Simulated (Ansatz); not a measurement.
Data:

Cr (bcc, W type), conventional cell a = b = c = 2.848 Å, α = β = γ = 90.00°. The calculation uses the primitive cell of 1 atom, to which meshes and values per cell refer.

This relaxed cell (volume V₀) is scaled evenly in all directions, its shape held. Symmetry pins the atoms to their sites.

The numbers are results of PBE (plane waves to 420 eV, PAW, scalar-relativistic; Ansatz, a program for electronic structure), not measurements. k mesh 23×23×23 (Γ-centred), Fermi-Dirac smearing 0.05 eV. The energy includes the smearing's −TS. Compression counts positive. Cr is run without spin polarisation. Cr was relaxed with its symmetry unable to fall. Real Cr orders magnetically; this run has no moments, which shifts volume and moduli. The zero of ΔE is the relaxed starting cell.

The scan covers V/V₀ from 0.840 to 1.160 in 9 points.

Q: What is the fitted pressure derivative B₀′?

A: 4.2.

Q: What bulk modulus B₀ follows from a third-order Birch-Murnaghan fit?

A: 257 GPa.

(A scan under strain: stresses follow from slopes of the energy per volume, elastic moduli from its curvatures.)
